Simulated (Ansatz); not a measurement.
zincblende-structured CuSb

Computed with Ansatz (plane waves, PAW, 500 eV cutoff): r²SCAN, scalar-relativistic, no spin polarisation, 10×10×10 k-mesh, Gaussian smearing of 0.05 eV. The datasets are Ansatz's generated set soft_2.

```
Cu Sb
1.0
     0.00000    2.90014    2.90014
     2.90014    0.00000    2.90014
     2.90014    2.90014    0.00000
Cu Sb
1 1
Direct
  0.00000 0.00000 0.00000
  0.25000 0.25000 0.25000
```

The start was a prototype's sites filled with these elements, not a measured cell.

**Question.** Which orbitals carry the states at the Fermi level, and how many states are there?

**Answer.** Within 0.1 eV of it: Sb 5p 79 %, Cu 3d 16 % (shares among the projected shells). The density of states at the Fermi level is about 1.3 states/eV per cell, averaged over 0.3 eV.

Density of states (tetrahedra, averaged over 0.3 eV; states/eV per cell of 2 atoms; energy in eV from the Fermi level; projections on Löwdin-orthogonalised atomic orbitals, summed over sites):

```csv
E,total,Cu 3d,Sb 5p,Cu 4s,Sb 5s
-5.20,0.0,0.0,0.0,0.0,0.0
-4.90,0.2,0.0,0.1,0.0,0.0
-4.60,1.9,0.4,1.1,0.3,0.0
-4.30,3.5,1.2,1.7,0.5,0.1
-4.00,1.4,0.9,0.4,0.0,0.0
-3.70,8.4,6.9,1.4,0.1,0.0
-3.40,4.6,3.9,0.6,0.0,0.0
-3.10,13.1,12.9,0.1,0.1,0.0
-2.80,1.8,1.5,0.1,0.1,0.1
-2.50,2.1,1.6,0.2,0.1,0.2
-2.20,0.8,0.5,0.2,0.0,0.1
-1.90,1.0,0.4,0.5,0.0,0.1
-1.60,1.3,0.4,0.7,0.0,0.1
-1.30,1.2,0.3,0.7,0.0,0.1
-1.00,1.4,0.3,0.9,0.0,0.1
-0.70,1.5,0.3,1.1,0.0,0.0
-0.40,1.4,0.2,1.0,0.0,0.0
-0.10,1.3,0.2,1.0,0.0,0.0
0.20,1.3,0.2,1.0,0.0,0.0
0.50,1.2,0.2,0.9,0.0,0.0
0.80,1.1,0.1,0.9,0.0,0.0
1.10,1.0,0.1,0.8,0.0,0.0
1.40,0.7,0.1,0.5,0.0,0.0
1.70,0.5,0.1,0.4,0.0,0.0
2.00,0.3,0.0,0.3,0.0,0.0
2.30,0.2,0.0,0.2,0.0,0.0
2.60,0.1,0.0,0.1,0.0,0.0
2.90,0.0,0.0,0.0,0.0,0.0
3.20,0.0,0.0,0.0,0.0,0.0
3.50,0.0,0.0,0.0,0.0,0.0
3.80,0.1,0.0,0.0,0.0,0.0
4.10,0.3,0.0,0.0,0.0,0.0
4.40,0.6,0.0,0.1,0.1,0.0
4.70,0.7,0.0,0.1,0.1,0.0
5.00,1.1,0.0,0.2,0.2,0.0
5.30,1.7,0.0,0.2,0.4,0.1
5.60,1.6,0.0,0.2,0.3,0.1
5.90,1.2,0.0,0.2,0.2,0.0
```

Spin–orbit coupling, which matters for such heavy elements, is left out.
